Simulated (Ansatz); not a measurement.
Consider the following.

ScAl2:
```cif
data_Al4Sc2
_chemical_formula_sum 'Sc2 Al4'
_space_group_name_H-M_alt 'I4/mmm'
_space_group_IT_number 139
_space_group_name_Hall '-I 4 2'
_cell_length_a 3.13722
_cell_length_b 3.13722
_cell_length_c 11.13191
_cell_angle_alpha 90.000
_cell_angle_beta 90.000
_cell_angle_gamma 90.000
loop_
_atom_site_label
_atom_site_type_symbol
_atom_site_symmetry_multiplicity
_atom_site_Wyckoff_symbol
_atom_site_fract_x
_atom_site_fract_y
_atom_site_fract_z
_atom_site_occupancy
Sc1 Sc 2 a 0.00000 0.00000 0.00000 1
Al1 Al 4 e 0.00000 0.00000 0.32232 1
```
(The calculation used a cell of 3 atoms; values per cell refer to that cell.)

This is the r²SCAN-relaxed structure.

All from r²SCAN (plane waves, PAW; program Ansatz), unless another level is named. Give the formation energy from the elements (no fitted shifts).

-0.27 eV/atom.

Give the density of states at the Fermi level.

0.86 states/eV per atom (mean over ±0.08 eV).

A made-up cell: these elements were put on the sites of a structure type; neither database checked (COD, Materials Project) lists it. Whether it is the stable phase at ambient conditions was not checked. The cell was relaxed with r²SCAN under the symmetry of its start; whether a distortion lowers the energy is not shown. The run is not spin-polarised. The references are the lowest solids computed at this level, not always the standard phases.

Potentials: the earlier of the program's two PAW sets.
